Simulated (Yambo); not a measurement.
```
CsLiWO4
1.0
   -2.99853     2.99853     4.40844
    2.99853    -2.99853     4.40844
    2.99853     2.99853    -4.40844
Li O Cs W
1 4 1 1
Direct
  0.75000   0.25000   0.50000
  0.62700   0.42143   0.28425
  0.57857   0.86282   0.20557
  0.13718   0.34275   0.71575
  0.65725   0.37300   0.79443
  0.00000   0.00000   0.00000
  0.50000   0.50000   0.00000
```

The geometry is that of Materials Project entry mp-1178391, symmetrised and not relaxed again.

Task: Where are the main features of Im ε from RPA with local fields on PBEsol bands (Yambo; 4×4×4 mesh, 117 bands, 3 Ry local-field block, 0.2 eV broadening; field along x)?

Result: Peaks at 8.2 eV (2.2), 10.2 eV (2.9), 16.0 eV (1.2), 16.9 eV (1.3), 17.9 eV (1.3), heights in brackets. Peak heights and small wiggles depend on the k mesh. Convergence of the RPA response with its 4×4×4 mesh was not tested. No excitonic effects at this level. Spin-orbit coupling is left out, which matters for elements this heavy: edges can move by tenths of an eV.

The structure is a Materials Project entry; no match was found in the copy of COD used, and its stability was not checked.
